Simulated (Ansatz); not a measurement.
SnMo₂N:
```
CELL_PARAMETERS angstrom
      3.21783     0.00000     0.00000
     -1.60891     2.78672     0.00000
      0.00000     0.00000    12.92241
ATOMIC_POSITIONS crystal
  Sn 0.33333 0.66667 0.75000
  Sn 0.66667 0.33333 0.25000
  Mo 0.33333 0.66667 0.07650
  Mo 0.66667 0.33333 0.57650
  Mo 0.66667 0.33333 0.92350
  Mo 0.33333 0.66667 0.42350
  N  0.00000 0.00000 0.00000
  N  0.00000 0.00000 0.50000
```

Relaxed with PBEsol. Special points in fractions of this cell's reciprocal vectors: Γ (0.000, 0.000, 0.000); M (0.500, 0.000, 0.000); K (0.333, 0.333, 0.000); A (0.000, 0.000, 0.500); L (0.500, 0.000, 0.500); H (0.333, 0.333, 0.500).

Problem. List the band energies nearest the Fermi level at these points for PBEsol in the plane-wave PAW code Ansatz.

Solution. In eV from the Fermi level; about four levels below and three above (degenerate sets whole), none deeper than 8.9 eV; points with the same levels are listed once.

```csv
k,below,above
Γ,-0.42 -0.42 -0.18 -0.18,0.84 0.89 1.27 1.27
M,-0.55 -0.41 -0.32 -0.19,0.11 0.52 0.55
K,-0.95 -0.95 -0.43 -0.11,1.29 1.29 1.55 1.55
A,-0.30 -0.30 -0.30 -0.30,0.85 0.85 1.29 1.29 1.29 1.29
L,-0.49 -0.49 -0.33 -0.33,0.20 0.20 1.38 1.38
H,-1.89 -1.89 -0.51 -0.51,0.79 0.79 1.44 1.44
```

Space group P6_3/mmc. The start of the workflow was typed in or built on a structure type; neither database checked (COD, Materials Project) lists it. Its standing as an ambient phase is unchecked. The cell was relaxed with PBEsol under the symmetry of its start; its stability against distortions is not shown here. The workflow began spin-polarised and lost its moments. Scalar-relativistic: spin–orbit coupling is off unless named, which matters more the heavier the elements.

Potentials: the earlier of the program's two PAW sets. The files were generated under PBE; for other functionals the program regenerates the frozen cores, and for LDA and PBEsol the local potential too.
